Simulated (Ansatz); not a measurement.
Zr2GeB2 in space group P-6m2 (No. 187; Zr on 2h, Ge on 1a, B on 1b, B on 1f) under volume change, r²SCAN (plane waves, PAW; program Ansatz), shape and atoms relaxed at each volume.

```csv
V (Å³/atom),E − E(relaxed) (meV/atom),P (GPa)
12.732,70.2,19.34
13.151,29.5,11.88
13.571,___,___
13.991,0.0,0.01
14.410,6.3,-4.68
14.830,23.9,-8.69
15.250,___,___
```

**Question.** Complete the blanks.

**Answer.** 
- 13.571, E − E(relaxed) (meV/atom): 7.0
- 13.571, P (GPa): 5.48
- 15.250, E − E(relaxed) (meV/atom): 51.3
- 15.250, P (GPa): -12.09

**Question.** What does a third-order Birch–Murnaghan fit give for V₀, B₀ and B′?

**Answer.** V₀ = 13.99 Å³/atom, B₀ = 168 GPa, B′ = 4.2.

The start of the workflow was typed in or built on a structure type; neither database checked (COD, Materials Project) lists it. Whether it is the stable phase at ambient conditions was not checked. The cell was relaxed with r²SCAN under the symmetry of its start; its stability against distortions is not shown here. No spin polarisation was allowed.

Potentials: the earlier of the program's two PAW sets. The files were generated under PBE; for other functionals the program regenerates the frozen cores, and for LDA and PBEsol the local potential too.
